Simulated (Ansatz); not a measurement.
**Rb (bcc, W type): frozen-phonon scan**

Starting cell, Rb (bcc, W type):

```yaml
crystal:
  lattice:
    - [-5.67105, 5.67105, 5.67105]
    - [2.83552, -2.83552, 2.83552]
    - [2.83552, 2.83552, -2.83552]
  atoms:
    - { symbol: Rb, position: [0.00000, 0.00000, 0.00000] }
    - { symbol: Rb, position: [0.50000, 0.00000, 0.00000] }
```

The atoms are displaced by Q × the pattern below (from a DFPT mode at N = (0.5, 0.0, 0.0), largest move 1; Q in Å), at fixed cell. (q is in reciprocal vectors of the primitive cell; the cell shown is doubled to hold the pattern.)

```tsv
atom	x	y	z
Rb1	1.000	0.000	0.000
Rb2	-1.000	0.000	0.000
```

These are PBE (plane waves to 420 eV, PAW, scalar-relativistic; Ansatz, a first-principles code) values and carry that method's errors. k mesh 6×12×12 (Γ-centred), Fermi-Dirac smearing 0.05 eV. E stands for the smeared free energy. With partly filled bands, energies and forces of such displacements shift with the k mesh and the smearing. Rb was relaxed with its symmetry unable to fall. The PAW data are Ansatz's earlier set. The zero of ΔE is the undisplaced structure.

```csv
Q (Å),ΔE (meV/cell),−dE/dQ from forces (eV/Å)
-0.100,2.8,0.055
-0.083,1.9,0.046
-0.067,1.2,0.037
-0.050,0.7,0.028
-0.033,0.3,0.019
-0.017,0.1,0.009
0.000,0.0,0.000
0.017,0.1,-0.009
0.033,0.3,-0.019
0.050,0.7,-0.028
0.067,1.2,-0.037
0.083,1.9,-0.046
0.100,2.8,-0.055
```

Read from the data:

The energy at Q = 0.100 Å is 2.8 meV/cell. Space group of the distorted cell: Cmcm (No. 63), lowered from Im-3m. Symmetry of the curve: even: the same for both signs. Shape of the curve: a single well with its minimum at or next to zero displacement. Harmonic wavenumber from the curvature (finite differences): 30 cm⁻¹. Wavenumber by perturbation theory (DFPT, on another k mesh): 30 cm⁻¹.

(A displaced cell: forces are minus the slopes of the energy, force constants its curvatures, and phonons follow from these.)
